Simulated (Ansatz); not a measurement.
Rh (diamond, space group No. 227) under volume change, r²SCAN in the plane-wave PAW code Ansatz, scaled uniformly.

```json
[
 {"V (Å³/atom)": "18.518", "E − E(relaxed) (meV/atom)": "90.4", "P (GPa)": "17.39"},
 {"V (Å³/atom)": "19.129", "E − E(relaxed) (meV/atom)": "37.6", "P (GPa)": "10.51"},
 {"V (Å³/atom)": "19.739", "E − E(relaxed) (meV/atom)": "…", "P (GPa)": "…"},
 {"V (Å³/atom)": "20.350", "E − E(relaxed) (meV/atom)": "0.0", "P (GPa)": "0.00"},
 {"V (Å³/atom)": "20.960", "E − E(relaxed) (meV/atom)": "7.8", "P (GPa)": "-3.99"},
 {"V (Å³/atom)": "21.571", "E − E(relaxed) (meV/atom)": "…", "P (GPa)": "…"},
 {"V (Å³/atom)": "22.181", "E − E(relaxed) (meV/atom)": "62.8", "P (GPa)": "-10.06"}
]
```

### Question
What belongs in the gaps?

### Answer

- 19.739, E − E(relaxed) (meV/atom): 8.8
- 19.739, P (GPa): 4.78
- 21.571, E − E(relaxed) (meV/atom): 29.6
- 21.571, P (GPa): -7.31

### Question
What does a third-order Birch–Murnaghan fit give for V₀, B₀ and B′?

### Answer
V₀ = 20.35 Å³/atom, B₀ = 145 GPa, B′ = 5.1.

Space group Fd-3m (diamond). The start of the workflow was typed in or built on a structure type; neither database checked (COD, Materials Project) lists it. It is not the phase usual at ambient conditions (space group No. 225). The r²SCAN relaxation kept the symmetry of its start. At this level the phase is mechanically unstable. The workflow began spin-polarised and lost its moments. Scalar-relativistic: spin–orbit coupling is off unless named, which matters more the heavier the elements.

Potentials: the earlier of the program's two PAW sets.
